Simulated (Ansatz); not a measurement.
Ga2O3 (beta-Ga2O3 type, space group C2/m)

```yaml
crystal:
  lattice:
    - [6.22799, -1.54164, 0.00000]
    - [6.22799, 1.54164, 0.00000]
    - [-1.39171, 0.00000, 5.71014]
  atoms:
    - { symbol: Ga, position: [0.08990, 0.08990, 0.79472] }
    - { symbol: Ga, position: [0.91010, 0.91010, 0.20528] }
    - { symbol: Ga, position: [0.65849, 0.65849, 0.31418] }
    - { symbol: Ga, position: [0.34151, 0.34151, 0.68582] }
    - { symbol: O, position: [0.16348, 0.16348, 0.10915] }
    - { symbol: O, position: [0.83652, 0.83652, 0.89085] }
    - { symbol: O, position: [0.17370, 0.17370, 0.56434] }
    - { symbol: O, position: [0.82630, 0.82630, 0.43566] }
    - { symbol: O, position: [0.49601, 0.49601, 0.25670] }
    - { symbol: O, position: [0.50399, 0.50399, 0.74330] }
```

A phonon eigenvector at Γ is frozen into this cell: atom i moves by Q times the vector below, so Q is the largest atomic displacement, in Å. The cell is held.

```
atom       x      y       z
----  ------  -----  ------
Ga1    0.019  0.000  -0.364
Ga2    0.019  0.000  -0.364
Ga3    0.233  0.000   0.351
Ga4    0.233  0.000   0.351
O5    -1.000  0.000  -0.027
O6    -1.000  0.000  -0.027
O7     0.082  0.000   0.029
O8     0.082  0.000   0.029
O9    -0.178  0.000   0.052
O10   -0.178  0.000   0.052
```

These are PBE (plane waves to 420 eV, PAW, scalar-relativistic; Ansatz, an electronic-structure program) values and carry that method's errors. k mesh 11×11×6 (Γ-centred), Fermi-Dirac smearing 0.05 eV. The energy includes the smearing's −TS. Compression counts positive. Ga2O3 was relaxed with its symmetry unable to fall. The PAW data are Ansatz's earlier set. ΔE is measured from the undisplaced structure.

```tsv
Q (Å)	ΔE (meV/cell)	−dE/dQ from forces (eV/Å)	P (GPa)
-0.280	665	4.880	-0.08
-0.233	458	4.002	-0.08
-0.187	291	3.157	-0.06
-0.140	163	2.341	-0.04
-0.093	72	1.547	-0.02
-0.047	18	0.769	0.00
0.000	0	0.000	0.01
0.047	18	-0.769	0.00
0.093	72	-1.547	-0.02
0.140	163	-2.341	-0.04
0.187	291	-3.157	-0.06
0.233	458	-4.002	-0.08
0.280	665	-4.880	-0.08
```

Key numbers:

The energy at Q = 0.280 Å comes out as 665 meV/cell. Space group of the distorted cell: Cm (No. 8), lowered from C2/m. Symmetry of the curve: even: the same for both signs. Shape of the curve: a single well with its minimum at or next to zero displacement. Harmonic wavenumber from the curvature (finite differences): 242 cm⁻¹. Wavenumber by perturbation theory (DFPT, on another k mesh): 242 cm⁻¹.

(For displaced atoms, the force is minus the slope of the energy, and its curvature is a force constant, which sets phonon frequencies.)
